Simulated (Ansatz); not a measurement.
Relaxed GaSb (zinc blende):

```
GaSb
1.0
    0.00000     6.13244     6.13244
    3.06622     0.00000     3.06622
    3.06622     3.06622     0.00000
Sb Ga
2 2
Direct
  0.37500   0.75000   0.75000
  0.87500   0.75000   0.75000
  0.00000   0.00000   0.00000
  0.50000   0.00000   0.00000
```

These are r2SCAN (plane waves to 500 eV, PAW, scalar-relativistic; Ansatz, a first-principles code) values and carry that method's errors. k mesh 11×11×11 (Γ-centred), Fermi-Dirac smearing 0.05 eV. GaSb was relaxed with its symmetry unable to fall. Spin-orbit coupling is left out, though Sb is heavy.

One atom of the cell was then moved (with its periodic images), all else fixed, and the forces (eV/Å) came out as:

| atom | Fx | Fy | Fz |
|---|---|---|---|
| Sb1 | -0.093 | 0.033 | 0.093 |
| Sb2 | 1.942 | 1.789 | -1.942 |
| Ga3 | -1.571 | -1.927 | 1.571 |
| Ga4 | -0.278 | 0.105 | 0.278 |

### Question
Which atom was moved, and by which vector (Å)?

### Answer
Sb2, by (-0.16, -0.16, 0.16), 0.27 Å in all.

(For displaced atoms, the force is minus the slope of the energy, and its curvature is a force constant, which sets phonon frequencies.)
